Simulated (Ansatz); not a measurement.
Values for one crystal, relaxed and computed with PBEsol (plane waves, PAW; program Ansatz); other levels are named.

```yaml
volume_per_atom: 20.37 Å³
electronic_character: metallic (no gap)
Density of states at the Fermi level: 0.23 states/eV per atom (mean over ±0.08 eV)
mechanical_stability: stable (all eigenvalues of C positive)
debye_temperature_from_the_elastic_constants: 160 K
Bulk modulus (Birch–Murnaghan fit): 75.1 GPa
hill_bulk_and_shear_moduli: 74.7 and 15.6 GPa
```

**Question.** Which compound is it?
A. V4GeS8, F-43m (V on 16e, Ge on 4c, S on 16e, S on 16e)
B. Bi2Pd3S2, I2_13 (Bi on 8a, Pd on 12b, S on 8a)
C. VS2, CdI2 type
D. Te2Pd, P-3m1 (Te on 2d, Pd on 1a)

**Answer.** B, Bi2Pd3S2, I2_13 (Bi on 8a, Pd on 12b, S on 8a)

The workflow started from a Materials Project entry (that database holds measured and hypothetical structures alike); the Crystallography Open Database copy checked does not list it. Whether it is the stable phase at ambient conditions was not checked. Symmetry was held in the PBEsol relaxation; whether a distortion lowers the energy is not shown. The run is not spin-polarised. As this level gives no gap, shear constants depend on the k-mesh and smearing (Fermi–Dirac, 0.1 eV here). Scalar-relativistic: spin–orbit coupling is off unless named, which matters more the heavier the elements.

Potentials: the later of the program's two PAW sets.
